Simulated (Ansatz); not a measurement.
A relaxed cell of Zn3Se2S is given with its symmetry left out. The cell was found from a structure generator's guess, not taken from experiment.

Level of theory: Ansatz, DFT PBE, scalar-relativistic, plane waves, PAW. Cutoff 420 eV, Γ-centred mesh, Gaussian smearing, no spin polarisation.

```xyz
6
Lattice="3.9860 0.0000 0.0000 -1.9930 3.4520 0.0000 0.0000 0.0000 9.7656" Properties=species:S:1:pos:R:3 pbc="T T T"
Zn    0.0000    0.0000    9.6727
Zn    1.9930    1.1507    3.2528
Zn    0.0000    2.3013    6.6019
Se    1.9930    1.1507    0.7780
Se    0.0000    2.3013    4.1181
S     0.0000    0.0000    7.3146
```

The zero of energy is the elements' standard structures at the same level; no fitted shifts are applied.

Problem. What space group does it have?

Solution. P3m1 (No. 156), with Se and S ordered on zinc blende sites. Conventional cell: a = 3.986 Å, c = 9.766 Å. Around Zn on its first site lie 1 S at 2.36 Å and 3 Se at 2.46 Å; around Zn on its second site lie 4 Se at 2.46–2.47 Å; Se on its first site is surrounded by 4 Zn at 2.46–2.47 Å; S has 4 Zn at 2.36–2.41 Å; 2 more sites not described.

Problem. What is its formation energy per atom?

Solution. −0.739 eV/atom. Whether it is stable depends on the other phases of the system, which aren't compared here.

Problem. Is it a metal?

Solution. No, the gap on the 12×12×4 mesh is 1.26 eV.

The last run used a 12×12×4 mesh (in the run's order of axes) for its 6-atom cell and Gaussian smearing of 0.02 eV. Kohn–Sham gaps at this level usually fall short of measured ones. The reference forms of S and Se are held partly by dispersion forces, which this level lacks. A structure relaxed within its symmetry needn't be a true minimum.
